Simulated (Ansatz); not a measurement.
Input, command and steps of an Ansatz relaxation.

```yaml
crystal:
  lattice:
    - [-4.472317055, -4.4670865911, -0.0265889957]
    - [0.0652827465, 4.4283928403, 4.3743794069]
    - [-4.3859812233, 4.3541617638, -4.3654310768]
  atoms:
    - { symbol: "N", position: [0.1750711065, 0.3303590945, 0.8328146685] }
    - { symbol: "N", position: [0.6617189198, 0.3182030392, 0.8344757411] }
    - { symbol: "N", position: [0.5240355335, 0.500309142, 0.5036578376] }
    - { symbol: "N", position: [0.9719462091, 0.507412634, 0.507867869] }
    - { symbol: "N", position: [0.3424529736, 0.6671018108, 0.1577688587] }
    - { symbol: "N", position: [0.832744521, 0.6640385977, 0.1694988515] }
    - { symbol: "N", position: [0.1899724124, 0.8389867986, 0.8292908233] }
    - { symbol: "N", position: [0.6399134385, 0.8379030186, 0.8319038134] }
    - { symbol: "N", position: [0.4998077013, 0.9994568985, 0.4977770486] }
    - { symbol: "N", position: [0.996161694, 0.9902972808, 0.5006385482] }
    - { symbol: "N", position: [0.3172675781, 0.1789762983, 0.1604873882] }
    - { symbol: "N", position: [0.8467990035, 0.1571236787, 0.1729311909] }
    - { symbol: Ti, position: [0.5054031839, 0.0201669991, 0.0163932952] }
    - { symbol: Ti, position: [0.3351312584, 0.1707954058, 0.6770174162] }
    - { symbol: Ti, position: [0.6471269923, 0.8095036916, 0.320717696] }
    - { symbol: Hf, position: [0.8348311481, 0.1638941528, 0.6545450225] }
    - { symbol: Hf, position: [0.006933118, 0.4990801834, 0.9981391143] }
    - { symbol: Hf, position: [0.1653695951, 0.8302389378, 0.3381901775] }
    - { symbol: Ta, position: [0.9814796319, 0.9778276844, 0.9886833501] }
    - { symbol: Ta, position: [0.6573180066, 0.3180664118, 0.3209207808] }
    - { symbol: Ta, position: [0.3287224102, 0.6540902272, 0.6472443571] }
    - { symbol: W, position: [0.17680277, 0.3575948026, 0.3532741715] }
    - { symbol: W, position: [0.5222120723, 0.5140640113, 0.9888917028] }
    - { symbol: W, position: [0.8314247244, 0.6757430368, 0.7010369616] }
  symmetry: { detect: false }
basis:
  ecutwfc: 420
kpoints:
  mp_grid: { grid: [4, 4, 3] }
hamiltonian:
  xc: pbe
scf:
  occupations: { method: gaussian, width: 0.1 }
  lower_state_search: "off"
output:
  forces: true
  stress: true
  eigenvalues: true
relax:
  adjacent_minimum: "off"
  f_tol: 0.04
  max_steps: 25
  cell: { stress_tol: 0.3 }
```

```bash
ansatz run input.yaml --threads 4 --pin off --max-ram 9216MiB --backend cpu --events-out ev --progress --plain --runs-dir out
```

Computed with DFT PBE, scalar-relativistic, plane waves, PAW in Ansatz 0.2.0.

Of 5 frames 4 are shown, positions in Å and forces in eV/Å; the SCF threshold varies from step to step. Steps run on the plane waves of an earlier cell, with a Pulay correction in the pressure. The basis is chosen afresh for the last frame, the zero of the energies, and at times for earlier ones too; energy and pressure can step there, also at an unchanged geometry. Where two frames share a geometry here, they differ by under 2 meV/atom and 0.3 GPa.

```xyz
24
Lattice="-4.4723 -4.4671 -0.0266 0.0653 4.4284 4.3744 -4.3860 4.3542 -4.3654" Properties=species:S:1:pos:R:3:forces:R:3 pbc="T T T" step=1 free_energy_over_end_meV_per_atom=1.03 pressure_GPa=-0.13
N    -4.4141    4.3071   -2.1951    0.0513    0.0511    0.0326
N    -6.5986    2.0866   -2.2685   -0.0148   -0.0486    0.0702
N    -4.5200    2.0677   -0.0241   -0.0435    0.0056    0.0533
N    -6.5412    0.1166   -0.0233    0.0439   -0.0069   -0.0318
N    -2.1800    2.1114    2.2203    0.0436   -0.0130   -0.0379
N    -4.4244   -0.0413    2.1427    0.0060   -0.0762   -0.0035
N    -4.4321    6.4776    0.0448    0.0357    0.0855    0.0010
N    -6.4559    4.4743    0.0167    0.0043   -0.0131    0.0242
N    -4.3533    4.3607    2.1857    0.0162   -0.0783    0.0239
N    -6.5863    2.1153    2.1199   -0.0378    0.0345   -0.0532
N    -2.1111    0.0741    0.0739   -0.1238   -0.0050    0.0337
N    -4.5354   -2.3339   -0.0901    0.0674    0.1264   -0.0035
Ti   -2.3309   -2.0970    0.0032    0.0463   -0.0788   -0.0575
Ti   -4.4570    2.2071   -2.2173   -0.0238   -0.1219    0.0463
Ti   -4.2480    2.0905    2.1238   -0.1409    0.0422   -0.0137
Hf   -6.5938   -0.1535   -2.1626    0.1205    0.0385   -0.0550
Hf   -4.3762    6.5252   -2.1743   -0.0180   -0.0054   -0.0368
Hf   -2.1687    4.4104    2.1510   -0.0129    0.0557    0.2031
Ta   -8.6620    4.2507   -0.0647   -0.1547    0.0306    0.0348
Ta   -4.3265   -0.1304   -0.0271   -0.0231    0.1331   -0.1057
Ta   -4.2663    4.2463    0.0270   -0.0648   -0.0034    0.0511
W    -2.3168    2.3320    0.0174    0.1057   -0.1697    0.0077
W    -6.6392    4.2495   -2.0821    0.0598    0.0910   -0.1535
W    -6.7490    2.3308   -0.1265    0.0572   -0.0737   -0.0296
24
Lattice="-4.4419 -4.4396 -0.0305 0.0403 4.4294 4.3803 -4.4086 4.3761 -4.3672" Properties=species:S:1:pos:R:3:forces:R:3 pbc="T T T" step=2 free_energy_over_end_meV_per_atom=0.31 pressure_GPa=-0.24
N    -4.4275    4.3289   -2.1906    0.0123    0.0492    0.0110
N    -6.6080    2.1222   -2.2717    0.0288   -0.0499    0.0134
N    -4.5316    2.0957   -0.0199   -0.0518    0.0129    0.0133
N    -6.5329    0.1516   -0.0227   -0.0183   -0.0090   -0.0097
N    -2.1923    2.1267    2.2184    0.0298   -0.0222   -0.0038
N    -4.4174   -0.0185    2.1426    0.0063   -0.0172   -0.0131
N    -4.4650    6.5059    0.0494    0.0129    0.0352   -0.0042
N    -6.4776    4.5089    0.0144   -0.0243    0.0263    0.0515
N    -4.3691    4.3804    2.1910    0.0015   -0.0148   -0.0115
N    -6.5970    2.1590    2.1158    0.0098   -0.0121   -0.0407
N    -2.1184    0.0842    0.0757    0.0136    0.0042    0.0167
N    -4.5134   -2.2964   -0.0936    0.0349    0.0404    0.0191
Ti   -2.3119   -2.0882   -0.0027    0.0502   -0.0836   -0.0269
Ti   -4.4685    2.2245   -2.2147    0.0141   -0.0380    0.0466
Ti   -4.2639    2.1160    2.1257   -0.0788    0.0541   -0.0113
Hf   -6.5777   -0.1135   -2.1683   -0.0402   -0.0099   -0.0194
Hf   -4.4128    6.5463   -2.1747    0.0378    0.0215   -0.0042
Hf   -2.1900    4.4276    2.1657   -0.0016    0.0262    0.0592
Ta   -8.6894    4.3069   -0.0621    0.0303   -0.0813    0.0116
Ta   -4.3250   -0.0945   -0.0317   -0.0562    0.0770   -0.0286
Ta   -4.2896    4.2717    0.0337   -0.0293   -0.0092    0.0027
W    -2.3230    2.3345    0.0155    0.0597   -0.0163   -0.0160
W    -6.6536    4.2891   -2.0893   -0.0171   -0.0341    0.0016
W    -6.7542    2.3651   -0.1312   -0.0242    0.0507   -0.0570
24
Lattice="-4.4443 -4.4429 -0.0279 0.0451 4.4255 4.3819 -4.3964 4.3672 -4.3688" Properties=species:S:1:pos:R:3:forces:R:3 pbc="T T T" step=3 free_energy_over_end_meV_per_atom=0.04 pressure_GPa=0.06
N    -4.4151    4.3214   -2.1890   -0.0044    0.0259   -0.0037
N    -6.5945    2.1071   -2.2720    0.0128   -0.0095   -0.0015
N    -4.5265    2.0913   -0.0170   -0.0333   -0.0029    0.0072
N    -6.5303    0.1404   -0.0194   -0.0189   -0.0048    0.0036
N    -2.1866    2.1195    2.2180    0.0027   -0.0207    0.0023
N    -4.4144   -0.0247    2.1451    0.0112   -0.0038   -0.0107
N    -4.4487    6.4972    0.0506   -0.0131    0.0068   -0.0055
N    -6.4681    4.4953    0.0179   -0.0101    0.0347    0.0250
N    -4.3605    4.3696    2.1932    0.0098   -0.0061   -0.0146
N    -6.5888    2.1466    2.1146    0.0140   -0.0058   -0.0241
N    -2.1186    0.0780    0.0792    0.0345    0.0097    0.0119
N    -4.5071   -2.2960   -0.0911    0.0035    0.0029    0.0236
Ti   -2.3079   -2.0953   -0.0037    0.0303   -0.0461   -0.0349
Ti   -4.4581    2.2144   -2.2117   -0.0051   -0.0334    0.0457
Ti   -4.2617    2.1113    2.1277   -0.0316    0.0211    0.0054
Hf   -6.5721   -0.1243   -2.1674   -0.0302   -0.0175    0.0191
Hf   -4.3948    6.5371   -2.1758    0.0185    0.0438   -0.0146
Hf   -2.1831    4.4211    2.1713   -0.0014    0.0132    0.0207
Ta   -8.6770    4.2908   -0.0584    0.0283   -0.0594   -0.0138
Ta   -4.3246   -0.0942   -0.0316   -0.0241    0.0426   -0.0037
Ta   -4.2826    4.2636    0.0361    0.0173   -0.0181    0.0017
W    -2.3134    2.3258    0.0136    0.0214    0.0076   -0.0171
W    -6.6401    4.2741   -2.0886   -0.0207   -0.0205    0.0181
W    -6.7446    2.3538   -0.1335   -0.0111    0.0408   -0.0399
24
Lattice="-4.4430 -4.4420 -0.0278 0.0449 4.4246 4.3852 -4.3940 4.3653 -4.3707" Properties=species:S:1:pos:R:3:forces:R:3 pbc="T T T" step=5 free_energy_over_end_meV_per_atom=0.00 pressure_GPa=0.02
N    -4.4132    4.3218   -2.1888   -0.0090   -0.0010   -0.0111
N    -6.5900    2.1032   -2.2746    0.0005    0.0144   -0.0079
N    -4.5284    2.0925   -0.0141   -0.0046    0.0011    0.0018
N    -6.5308    0.1398   -0.0172   -0.0165    0.0020    0.0082
N    -2.1856    2.1169    2.2175   -0.0091   -0.0096   -0.0010
N    -4.4127   -0.0235    2.1463    0.0074    0.0056   -0.0042
N    -4.4460    6.4953    0.0519   -0.0041   -0.0003    0.0005
N    -6.4667    4.4948    0.0214   -0.0055    0.0094    0.0012
N    -4.3594    4.3672    2.1954    0.0076    0.0018   -0.0159
N    -6.5865    2.1453    2.1122    0.0081    0.0015   -0.0040
N    -2.1163    0.0764    0.0821    0.0105   -0.0022    0.0101
N    -4.5022   -2.2933   -0.0893   -0.0095   -0.0082    0.0114
Ti   -2.3025   -2.0998   -0.0076    0.0052   -0.0094   -0.0289
Ti   -4.4560    2.2100   -2.2083   -0.0086   -0.0186    0.0314
Ti   -4.2639    2.1132    2.1305   -0.0016   -0.0015    0.0210
Hf   -6.5715   -0.1264   -2.1665   -0.0135   -0.0132    0.0306
Hf   -4.3904    6.5386   -2.1773    0.0093    0.0204   -0.0244
Hf   -2.1824    4.4206    2.1769   -0.0014    0.0078   -0.0040
Ta   -8.6731    4.2864   -0.0574   -0.0026   -0.0072   -0.0087
Ta   -4.3252   -0.0890   -0.0320   -0.0007    0.0200    0.0015
Ta   -4.2819    4.2617    0.0382    0.0240   -0.0060    0.0032
W    -2.3099    2.3235    0.0112    0.0055   -0.0115   -0.0163
W    -6.6378    4.2703   -2.0875   -0.0039   -0.0011    0.0152
W    -6.7431    2.3547   -0.1376    0.0126    0.0061   -0.0096
```

The run took 2.8 min on 4 threads of Intel(R) Xeon(R) Platinum 8488C (Sapphire Rapids), on a shared host, peak memory 1.8 GiB.

The k mesh is coarse. Spin–orbit coupling is left out, which can shift energies with elements as heavy as these. Spin polarisation was left out, and a magnetic state may lie lower.